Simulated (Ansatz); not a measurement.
Starting cell, ScPt$_{3}$ (Cu3Au type):

```
CELL_PARAMETERS angstrom
      7.84478     0.00000     0.00000
      3.92239     3.92239     0.00000
      0.00000     0.00000     3.92239
ATOMIC_POSITIONS crystal
  Sc 0.00000 0.00000 0.00000
  Sc 0.50000 0.00000 0.00000
  Pt 0.00000 0.50000 0.00000
  Pt 0.50000 0.50000 0.00000
  Pt 0.75000 0.50000 0.50000
  Pt 0.25000 0.50000 0.50000
  Pt 0.25000 0.00000 0.50000
  Pt 0.75000 0.00000 0.50000
```

A phonon eigenvector at M = (0.5, 0.5, 0.0) is frozen into this cell: atom i moves by Q times the vector below, so Q is the largest atomic displacement, in Å. The cell is held. (q is in reciprocal vectors of the primitive cell; the cell shown is doubled to hold the pattern.)

```
atom      x      y       z
----  -----  -----  ------
Pt3   0.000  0.000  -1.000
Pt4   0.000  0.000   1.000
```

Atoms not listed stay in place.

The numbers are results of LDA (plane waves to 420 eV, PAW, scalar-relativistic; Ansatz, an electronic-structure program), not measurements. k mesh 12×12×12 (Γ-centred), Fermi-Dirac smearing 0.05 eV. With partly filled bands, energies and forces of such displacements shift with the k mesh and the smearing. ScPt3 is run without spin polarisation. ScPt3 was relaxed with its symmetry unable to fall. Spin-orbit coupling is left out, though Pt is heavy. 

```json
[
 {"Q (Å)": "-0.180", "−dE/dQ from forces (eV/Å)": "5.078"},
 {"Q (Å)": "-0.150", "−dE/dQ from forces (eV/Å)": "4.228"},
 {"Q (Å)": "-0.120", "−dE/dQ from forces (eV/Å)": "3.379"},
 {"Q (Å)": "-0.090", "−dE/dQ from forces (eV/Å)": "2.532"},
 {"Q (Å)": "-0.060", "−dE/dQ from forces (eV/Å)": "1.687"},
 {"Q (Å)": "-0.030", "−dE/dQ from forces (eV/Å)": "0.843"},
 {"Q (Å)": "0.000", "−dE/dQ from forces (eV/Å)": "0.000"},
 {"Q (Å)": "0.030", "−dE/dQ from forces (eV/Å)": "-0.843"},
 {"Q (Å)": "0.060", "−dE/dQ from forces (eV/Å)": "-1.687"},
 {"Q (Å)": "0.090", "−dE/dQ from forces (eV/Å)": "-2.532"},
 {"Q (Å)": "0.120", "−dE/dQ from forces (eV/Å)": "-3.379"},
 {"Q (Å)": "0.150", "−dE/dQ from forces (eV/Å)": "-4.228"},
 {"Q (Å)": "0.180", "−dE/dQ from forces (eV/Å)": "-5.078"}
]
```

Task: What harmonic wavenumber does the curvature at Q = 0 give?

Result: 140 cm⁻¹. E″ = 28.10 eV/Å², M = Σ mᵢ|uᵢ|² = 390.2 u, ν̃ = 521.5·√(|E″|/M).

(For displaced atoms, the force is minus the slope of the energy, and its curvature is a force constant, which sets phonon frequencies.)
